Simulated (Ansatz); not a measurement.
**Response of TiC to small distortions**

```xyz
2
Lattice="0.0000 2.1640 2.1640 2.1640 0.0000 2.1640 2.1640 2.1640 0.0000" Properties=species:S:1:pos:R:3 pbc="T T T"
Ti    0.0000    0.0000    0.0000
C     2.1640    2.1640    2.1640
```

Atoms are numbered in the order listed.

The geometry is COD entry 9012564, unchecked; take it as a test cell.

These are results of Ansatz 0.2.0, DFT, PBEsol, all-electron PAW with datasets made for the crystal, scalar-relativistic, not measurements.

Settings: a Γ-centred 16×16×16 k mesh, Fermi–Dirac smearing of 0.03 eV, cutoff 340 eV (chosen by the program for this cell), no spin polarisation.

The unchanged cell is at -6.19 GPa.

In a metal, stresses and small energies carry noise from the k mesh.

x, y and z are the Cartesian axes of the cell as listed; fractional coordinates follow a strain, and an engineering shear is twice the off-diagonal strain component.

With equal xy, yz and zx engineering shear strains of -2 %: energy change +6 meV/atom; stress change (xx, yy, zz, yz, xz, xy) 0.09, 0.09, 0.09, 3.14, 3.14, 3.14 GPa, compression positive.

(1) With this change (equal xy, yz and zx engineering shear strains of +1 %), what becomes of the energy and stress?

(2) With this change (equal xy, yz and zx engineering shear strains of +3 %), what becomes of the energy and stress?

(3) With this change (equal xy, yz and zx engineering shear strains of -3 %), what becomes of the energy and stress?

With equal xy, yz and zx engineering shear strains of -1 %: energy change +1 meV/atom; stress change (xx, yy, zz, yz, xz, xy) 0.02, 0.02, 0.02, 1.54, 1.54, 1.54 GPa, compression positive.

(4) With this change (equal xy, yz and zx engineering shear strains of +2 %), what becomes of the energy and stress?

## Answers

(1) Energy change +1 meV/atom; stress change (xx, yy, zz, yz, xz, xy) 0.02, 0.02, 0.02, -1.62, -1.62, -1.62 GPa, compression positive.

(2) Energy change +14 meV/atom; stress change (xx, yy, zz, yz, xz, xy) 0.20, 0.20, 0.20, -5.22, -5.22, -5.22 GPa, compression positive.

(3) Energy change +13 meV/atom; stress change (xx, yy, zz, yz, xz, xy) 0.20, 0.20, 0.20, 4.77, 4.77, 4.77 GPa, compression positive.

(4) Energy change +6 meV/atom; stress change (xx, yy, zz, yz, xz, xy) 0.09, 0.09, 0.09, -3.37, -3.37, -3.37 GPa, compression positive.
